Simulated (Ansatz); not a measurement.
## Kick test of a cell of Al4O

The cell was found from a structure generator's guess, not taken from experiment.

Method: DFT PBE, scalar-relativistic, plane waves, PAW in Ansatz 0.2.0. Plane waves to 420 eV, a k mesh through Γ of 16×16×4 on the computed 5-atom cell and Gaussian smearing (0.10 eV); no spin polarisation.

The cell below (5 atoms, space group Cmmm (No. 65)) is relaxed within its symmetry.

```
Al O
1.0
     1.34262   -2.56365    0.00000
     1.34262    2.56365    0.00000
     0.00000    0.00000   11.46961
Al O
4 1
Direct
  0.00000 0.00000 0.37684
  0.00000 0.00000 0.62316
  0.00000 0.00000 0.87121
  0.00000 0.00000 0.12879
  0.50000 0.50000 0.00000
```

For the test a repeat of it with 10 atoms (edges 2.89, 4.77, 11.47 Å) was strained at random (σ = 1.5 % a component), the atoms were moved at random (σ = 0.10 Å), and all was relaxed again on a coarse 8×6×2 mesh (in the run’s order of axes) with 0.20 eV smearing, with no symmetry imposed.

The cell is a metal run without spin; a magnetic state may lie lower.

Question: Does it come back?

Answer: It doesn't return. The energy falls by 305 meV/atom on that mesh, the volume changes by -6.2 %, and the end has space group P2_1/m (No. 11) at a loose tolerance. Relaxed again on an 8×14×4 mesh with 0.10 eV smearing, the new structure lies 307 meV/atom below the first (mesh in the axes of the run's cell; the cell below is made exact in the group named). Space group P2_1/m (No. 11), monoclinic, a = 5.070 Å, b = 2.917 Å, c = 10.270 Å, β = 102.5°. Around Al on its first site lie 11 Al at 2.71–2.97 Å; Al on its second site has 12 Al at 2.76–3.07 Å and 1 O at 3.42 Å; Al on its third site is surrounded by 3 O at 1.93–2.01 Å, 2 Al at 2.72 Å, 6 Al at 2.92–3.07 Å and 2 Al at 3.25 Å; around O lie 4 Al at 1.88–2.01 Å, 2 O at 2.53 Å, 2 O at 2.92 Å and 8 Al at 3.42–3.56 Å; 1 more site not described.

```cif
data_structure
_symmetry_space_group_name_H-M 'P2_1/m'
_symmetry_Int_Tables_number 11
_cell_length_a 5.0698
_cell_length_b 2.9165
_cell_length_c 10.2699
_cell_angle_alpha 90.000
_cell_angle_beta 102.533
_cell_angle_gamma 90.000
_cell_volume 148.23
loop_
_atom_site_label
_atom_site_type_symbol
_atom_site_symmetry_multiplicity
_atom_site_Wyckoff_symbol
_atom_site_fract_x
_atom_site_fract_y
_atom_site_fract_z
_atom_site_occupancy
Al1 Al 2 e 0.63452 0.25000 0.10858 1
Al2 Al 2 e 0.14641 0.75000 0.11475 1
Al3 Al 2 e 0.66704 0.75000 0.61777 1
Al4 Al 2 e 0.13005 0.25000 0.67464 1
O1 O 2 e 0.58762 0.75000 0.41770 1
```
